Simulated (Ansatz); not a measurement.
Ge2Sb2Te5 (Ge2Sb2Te5-Kooi type, space group P-3m1)

Space group P-3m1 (No. 164); a = 4.2671 Å, b = 4.2671 Å, c = 17.6209 Å, α = 90.00°, β = 90.00°, γ = 120.00°

```json
[
 {"atom": "Te", "site": "1a", "symmetry": "-3m.", "x": "0.0000", "y": "0.0000", "z": "0.0000"},
 {"atom": "Ge", "site": "2d", "symmetry": "3m.", "x": "0.6667", "y": "0.3333", "z": "0.0977"},
 {"atom": "Te", "site": "2d", "symmetry": "3m.", "x": "0.3333", "y": "0.6667", "z": "0.1931"},
 {"atom": "Sb", "site": "2c", "symmetry": "3m.", "x": "0.0000", "y": "0.0000", "z": "0.3082"},
 {"atom": "Te", "site": "2d", "symmetry": "3m.", "x": "0.6667", "y": "0.3333", "z": "0.4047"}
]
```

This relaxed cell (volume V₀) is scaled evenly in all directions, its shape held. The atoms relax within the cell's symmetry.

The numbers are results of r2SCAN (plane waves to 500 eV, PAW, scalar-relativistic; Ansatz, an electronic-structure program), not measurements. k mesh 9×9×2 (Γ-centred), Fermi-Dirac smearing 0.05 eV. The energy includes the smearing's −TS. With the shape held, the modulus is that of even scaling; a crystal free to change shape is softer. Ge2Sb2Te5 was relaxed with its symmetry unable to fall. Spin-orbit coupling is left out, though Sb and Te are heavy. The PAW data are Ansatz's earlier set. The zero of ΔE is the relaxed starting cell.

```json
[
 {"V (Å³/atom)": "27.786", "ΔE (meV/atom)": "39.2"},
 {"V (Å³/atom)": "28.301", "ΔE (meV/atom)": "26.0"},
 {"V (Å³/atom)": "28.815", "ΔE (meV/atom)": "15.9"},
 {"V (Å³/atom)": "29.330", "ΔE (meV/atom)": "8.5"},
 {"V (Å³/atom)": "29.844", "ΔE (meV/atom)": "3.6"},
 {"V (Å³/atom)": "30.359", "ΔE (meV/atom)": "0.9"},
 {"V (Å³/atom)": "30.873", "ΔE (meV/atom)": "0.0"},
 {"V (Å³/atom)": "31.388", "ΔE (meV/atom)": "0.8"},
 {"V (Å³/atom)": "31.902", "ΔE (meV/atom)": "2.9"},
 {"V (Å³/atom)": "32.417", "ΔE (meV/atom)": "6.3"},
 {"V (Å³/atom)": "32.932", "ΔE (meV/atom)": "10.6"},
 {"V (Å³/atom)": "33.446", "ΔE (meV/atom)": "15.7"},
 {"V (Å³/atom)": "33.961", "ΔE (meV/atom)": "21.5"}
]
```

Problem. What is the fitted pressure derivative B₀′?

Solution. 7.8.

Problem. What bulk modulus at fixed cell shape B₀ follows from a third-order Birch-Murnaghan fit?

Solution. 29.8 GPa.

(A scan under strain: stresses follow from slopes of the energy per volume, elastic moduli from its curvatures.)
